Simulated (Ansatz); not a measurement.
The relaxed structure here is a generated cell of VBiO4: the first start was made by placing the elements on the sites of a structure type, and the end was not matched to a known phase here, so it may be hypothetical. Known forms of VBiO4 include space group No. 88.

The end point of a relaxation of VBiO4. All values below come from PBE (plane waves to 420 eV, PAW, scalar-relativistic; Ansatz, a quantum-chemistry and plane-wave program).

```xyz
12
Lattice="4.8091 0.0000 0.0000 0.0000 3.8536 0.0000 -1.6431 0.0000 9.4537" Properties=species:S:1:pos:R:3 pbc="T T T"
V      1.1723     2.6269     7.0903
V      1.9938     1.2267     2.3634
O      3.0218     0.1841     1.5049
O      0.9658     0.1841     3.2220
O      0.1442     3.6696     7.9489
O      2.2003     3.6696     6.2317
O      0.1328     1.9110     5.8435
O      2.2117     1.9110     8.3371
O      3.0333     1.9426     3.6103
O      0.9543     1.9426     1.1166
Bi    -0.8215     0.0000     4.7269
Bi     0.0000     0.0000     0.0000
```

### Question
Determine the symmetry and give the standard cell with its independent sites.

### Answer
Space group P2/c (No. 13); a = 4.809 Å, b = 3.854 Å, c = 9.595 Å, α = 90.00°, β = 99.86°, γ = 90.00°

```csv
atom,site,symmetry,x,y,z
V,2f,2,0.5000,0.3183,0.2500
O,4g,1,0.3173,0.0478,0.3408
O,4g,1,0.2388,0.5041,0.1181
Bi,2a,-1,0.0000,0.0000,0.0000
```

### Question
Give the shortest distances between elements (the closest pairs, up to four, under 3.6 Å).

### Answer
O–V 1.70 Å; Bi–O 2.34 Å; O–O 2.68 Å; Bi–V 3.33 Å.

The volume per atom is 14.60 Å³, the band gap is 1.90 eV, indirect (valence top at C2, conduction bottom at Z) (no spin-orbit coupling) and the smallest direct gap is 1.98 eV at Z. The magnetic moment is zero (the starting moments vanished).

No spin polarisation in the result: the starting moments vanished. No Hubbard U is applied. Without spin-orbit coupling the bands of the heavy element are not split, so the gap can be far off.

The run could not lose the symmetry of its start: the end is stationary, and may be a saddle point rather than a minimum.
